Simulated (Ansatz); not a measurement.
A relaxed 1×1 slab of 5 planes, cut along (0001) from a hcp crystal of one element, has a cell area of 5.23 Å² and a bulk spacing of 1.986 Å between its first planes. All-electron LAPW in Ansatz 0.2.0 (PBEsol, scalar-relativistic, ferromagnetic start) gives γ = 2.56 J/m², Φ = 5.13 eV and a change of the outer spacing of -2.6 %, with 1.74 μB on the outer atom. The hcp structure needn't be the element's own.

Q: Which element is it?

A: Co. This is the case that was computed; others weren't tested.
